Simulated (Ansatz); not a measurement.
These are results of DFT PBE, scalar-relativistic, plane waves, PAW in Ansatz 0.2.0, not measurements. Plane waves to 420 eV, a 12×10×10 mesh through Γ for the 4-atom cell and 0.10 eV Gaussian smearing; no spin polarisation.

Formation energies are uncorrected and count from the elements' standard states at the same level.

Q: Propose a candidate for an orthorhombic metal that holds S and 1 more element, with a formation energy near −0.59 eV/atom and about 23 Å³ per atom, in a cell of 4 atoms. Its symmetry should be Pmmm (No. 47).

A: CaS3, space group Pmmm (No. 47). Around Ca lie 4 S at 2.93 Å, 8 S at 3.40 Å and 2 Ca at 3.72 Å; S on a site of symmetry m2m has 1 S at 1.99 Å, 1 S at 2.56 Å, 2 S at 2.96 Å and 4 Ca at 3.40 Å; S on a site of symmetry mmm is surrounded by 4 Ca at 2.93 Å and 4 S at 2.96 Å.

```cif
data_structure
_symmetry_space_group_name_H-M 'Pmmm'
_symmetry_Int_Tables_number 47
_cell_length_a 3.7158
_cell_length_b 4.5428
_cell_length_c 5.3406
_cell_angle_alpha 90.000
_cell_angle_beta 90.000
_cell_angle_gamma 90.000
_cell_volume 90.15
loop_
_atom_site_label
_atom_site_type_symbol
_atom_site_symmetry_multiplicity
_atom_site_Wyckoff_symbol
_atom_site_fract_x
_atom_site_fract_y
_atom_site_fract_z
_atom_site_occupancy
Ca1 Ca 1 h 0.50000 0.50000 0.50000 1
S1 S 2 m 0.00000 0.71870 0.00000 1
S2 S 1 c 0.00000 0.00000 0.50000 1
```

| Property | Result |
| --- | --- |
| Volume per atom | 22.54 Å³ |
| Density | 2.51 g/cm³ |
| Formation energy | −0.59 eV/atom |
| Gap on the 12×10×10 mesh of the 4-atom cell | 0 eV (a metal) |

It was reached by relaxing an invented guess, and it needn't be the stable form of this composition. The answer needn't be unique; the calculation gave this one.

The reference form of S is held partly by dispersion forces, which this level lacks. A structure relaxed within its symmetry needn't be a true minimum.
